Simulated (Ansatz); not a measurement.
**Fields on a plane of Mo3Os (A15, Cr3Si type)**

```yaml
crystal:
  lattice:
    - [4.91589, 0.00000, 0.00000]
    - [0.00000, 4.91589, 0.00000]
    - [0.00000, 0.00000, 4.91589]
  atoms:
    - { symbol: Mo, position: [0.25000, 0.00000, 0.50000] }
    - { symbol: Mo, position: [0.75000, 0.00000, 0.50000] }
    - { symbol: Mo, position: [0.50000, 0.75000, 0.00000] }
    - { symbol: Mo, position: [0.50000, 0.25000, 0.00000] }
    - { symbol: Mo, position: [0.00000, 0.50000, 0.75000] }
    - { symbol: Mo, position: [0.00000, 0.50000, 0.25000] }
    - { symbol: Os, position: [0.00000, 0.00000, 0.00000] }
    - { symbol: Os, position: [0.50000, 0.50000, 0.50000] }
```

The slice is a {210} plane (indices of the conventional cell) through the point (0.500, 0.500, 0.500) (fractional), spanned by u = [100] and v = [021] in vectors of this cell: u (4.92 Å) and v (10.99 Å, at 90° to u). It covers one period; positions are fractions (u, v).

Atoms on it: Os at (0.00, 0.00). Other atoms lie within 1 Å of the plane.

Calculation: LDA (plane waves to 420 eV, PAW, scalar-relativistic; Ansatz, a quantum-chemistry and plane-wave program). k mesh 10×10×10. Inside the PAW spheres the values are not all-electron values, and peaks at nuclei hang on which shells count as valence. Mo3Os is run without spin polarisation. Mo3Os was relaxed with its symmetry unable to fall. Spin-orbit coupling is left out, though Os is heavy.

```
|xx=#  #=x|
| =@%++%@=|
|@%=*@@*=%|
|@+ :%%: +|
|@%======%|
|=*@#..#@*|
|xx#@++@#x|
|xx=%==%=x|
|xx*#  #*x|
| -@#  #@-|
|xx*#  #*x|
|xx=%==%=x|
|xx#@++@#x|
|=*@#..#@*|
|@%======%|
|@+ :%%: +|
|@%=*@@*=%|
| =@%++%@=|
|xx=#  #=x|
|xx *  * x|
```
Scale: ten equal steps from 6.00 (start of ' ') to 14.11 (end of '@'), in the order ' .:-=+*#%@'. Values: electrostatic potential energy of an electron, from the cell's mean, in eV. The map has 9 points along u (one character each, u = 0 at the left) and 20 along v (v = 0 in the bottom row). Points within 1 Å of a nucleus are blanked (x), as the pseudised field means little there. Values under 6 eV are set to 6. The zero, the cell's mean, hangs on the PAW cores.

| v \ u | 0.00 | 0.22 | 0.44 | 0.67 | 0.89 |
|---|---|---|---|---|---|
| 0.90 | -0.2 | -0.5 | -0.5 | -0.6 | -0.4 |
| 0.80 | -0.6 | -0.4 | -0.5 | -0.4 | -0.5 |
| 0.70 | -0.5 | -0.6 | -0.3 | -0.5 | -0.5 |
| 0.60 | 0.6 | -0.5 | -0.4 | -0.6 | 0.3 |
| 0.50 | -0.2 | -0.6 | -0.3 | -0.5 | -0.4 |
| 0.40 | 0.6 | -0.5 | -0.4 | -0.6 | 0.3 |
| 0.30 | -0.5 | -0.6 | -0.3 | -0.5 | -0.5 |
| 0.20 | -0.6 | -0.4 | -0.5 | -0.4 | -0.5 |
| 0.10 | -0.2 | -0.5 | -0.5 | -0.6 | -0.4 |
| 0.00 | 0.9 | -0.2 | -0.3 | -0.4 | 0.7 |

Values: log₁₀ of the valence density in e/Å³. The scale is logarithmic, as a density can span decades between atoms and voids.
